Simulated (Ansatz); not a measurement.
ZnAg in space group P-6m2 (No. 187; Zn on 1a, Ag on 1d) under volume change, DFT-LDA in the program Ansatz with PAW potentials, shape and atoms relaxed at each volume.

```tsv
V (Å³/atom)	E − E(relaxed) (meV/atom)	P (GPa)
13.438	56.6	15.17
13.881	23.4	9.07
14.324	5.5	4.08
14.767	0.0	0.00
15.210	4.8	-3.34
15.653	18.0	-6.11
16.096	38.1	-8.38
```

What does a third-order Birch–Murnaghan fit give for V₀, B₀ and B′?

V₀ = 14.77 Å³/atom, B₀ = 124 GPa, B′ = 5.6.

The workflow started from a Materials Project entry (that database holds measured and hypothetical structures alike); the Crystallography Open Database copy checked does not list it. COD files the formula under space group No. 221. With Zn and Ag taken as one species the cell has the higher symmetry P6_3/mmc, so it may be an ordered model of a mixed-site phase. Whether it is the stable phase at ambient conditions was not checked. Symmetry was held in the LDA relaxation; whether a distortion lowers the energy is not shown. No spin polarisation was allowed.

Potentials: the later of the program's two PAW sets.
